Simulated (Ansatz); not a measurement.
CoC$_{6}$:
Space group Amm2 (No. 38); a = 3.447 Å, b = 7.478 Å, c = 4.340 Å, α = β = γ = 90.00°

| atom | site | symmetry | x | y | z |
|---|---|---|---|---|---|
| C | 2a | mm2 | 0.0000 | 0.0000 | 0.0037 |
| C | 4d | m.. | 0.0000 | 0.1680 | 0.1747 |
| C | 4d | m.. | 0.0000 | 0.3343 | 0.0086 |
| C | 2a | mm2 | 0.0000 | 0.0000 | 0.6729 |
| Co | 2b | mm2 | 0.5000 | 0.5000 | 0.7725 |
(The calculation used a cell of 7 atoms; values per cell refer to that cell.)
The run is spin-polarised, in the one order tried: ferromagnetic.

Relaxed at zero pressure with plane-wave PAW PBEsol (Ansatz code).

### Question
The volume is raised by 3 % and shape and atoms relax at that volume. What pressure results, and how do the axes share the change?

### Answer
-4.9 GPa; a 2.2 %, b 0.4 %, c 0.4 %; the energy rises by 4 meV/atom.

### Question
Give the new structure.

### Answer

Space group Amm2 (No. 38); a = 3.524 Å, b = 7.505 Å, c = 4.357 Å, α = β = γ = 90.00°

| atom | site | symmetry | x | y | z |
|---|---|---|---|---|---|
| C | 2a | mm2 | 0.0000 | 0.0000 | 0.0051 |
| C | 4d | m.. | 0.0000 | 0.1679 | 0.1763 |
| C | 4d | m.. | 0.0000 | 0.3344 | 0.0100 |
| C | 2a | mm2 | 0.0000 | 0.0000 | 0.6739 |
| Co | 2b | mm2 | 0.5000 | 0.5000 | 0.7643 |

The phase is kept; no other phase was compared at this pressure.

The start of the workflow was typed in or built on a structure type; neither database checked (COD, Materials Project) lists it. Its standing as an ambient phase is unchecked. Symmetry was held in the PBEsol relaxation; its stability against distortions is not shown here. Spin order of the final state: ferromagnetic, the only order run, not a proven ground state. The cell computed holds one magnetic atom, so no antiferromagnetic order was within reach. Its formation energy is positive at this level, so the cell may be metastable or incomplete.

Potentials: the earlier of the program's two PAW sets. The files were generated under PBE; for other functionals the program regenerates the frozen cores, and for LDA and PBEsol the local potential too.
